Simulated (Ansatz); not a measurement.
# RbNa2: from a guess to a relaxed structure

Computed with DFT PBE, scalar-relativistic, plane waves, PAW (Ansatz). Cutoff 420 eV, Gaussian smearing, Γ-centred meshes. Cell and atoms relax first on a coarse mesh and then on a finer one. In between, the cell is made exact in the group found at 0.06 Å. In metals the finer mesh still leaves noise of several meV/atom or more. The steps can't lower the symmetry of their start. No spin polarisation.

A trial structure of RbNa2 was built thus: random cell by space group and Wyckoff sites (P6/mmm, No. 191). Its size is a rough estimate.

```
Rb Na
1.0
     5.84650    0.00000    0.00000
    -2.92325    5.06322    0.00000
     0.00000    0.00000    6.70333
Rb Na
2 4
Direct
  0.33333 0.66667 0.50000
  0.66667 0.33333 0.50000
  0.33333 0.66667 0.00000
  0.66667 0.33333 0.00000
  0.00000 0.00000 0.69537
  0.00000 0.00000 0.30463
```

The zero of energy is the elements' standard structures at the same level; no fitted shifts are applied.

Task: Describe the relaxed structure.

Result: The symmetry stays P6/mmm (No. 191). The volume per atom grows by 57.9 %, from 33.1 to 52.2 Å³. The shortest distance goes from 2.62 Å (Na–Na) to 3.54 Å (Na–Na). The energy falls by about 0.33 eV/atom (the start's value is from the coarse mesh). Conventional cell: a = 6.725 Å, c = 8.000 Å. Rb has 3 Rb at 3.88 Å, 2 Na at 4.00 Å and 6 Na at 4.48 Å; Na on a site of symmetry -6m2 is surrounded by 3 Na at 3.88 Å, 2 Rb at 4.00 Å and 6 Na at 4.27 Å; Na on a site of symmetry 6mm has 1 Na at 3.54 Å, 7 Na at 4.27–4.46 Å and 6 Rb at 4.48 Å.

```cif
data_structure
_symmetry_space_group_name_H-M 'P 1'
_symmetry_Int_Tables_number 1
_cell_length_a 6.7247
_cell_length_b 6.7247
_cell_length_c 8.0003
_cell_angle_alpha 90.000
_cell_angle_beta 90.000
_cell_angle_gamma 120.000
_cell_volume 313.32
loop_
_atom_site_label
_atom_site_type_symbol
_atom_site_fract_x
_atom_site_fract_y
_atom_site_fract_z
_atom_site_occupancy
Rb1 Rb 0.33333 0.66667 0.50000 1
Rb2 Rb 0.66667 0.33333 0.50000 1
Na1 Na 0.33333 0.66667 0.00000 1
Na2 Na 0.66667 0.33333 0.00000 1
Na3 Na 0.00000 0.00000 0.77860 1
Na4 Na 0.00000 0.00000 0.22140 1
```

Task: How does it come out in energy, and is it a metal?

Result: The formation energy is +0.08 eV/atom and the gap on the 6×6×6 mesh of the 6-atom cell is 0 eV (a metal).

A positive value: parting into the elements would lower its energy.

The last run used Gaussian smearing of 0.10 eV. A structure relaxed within its symmetry needn't be a true minimum.
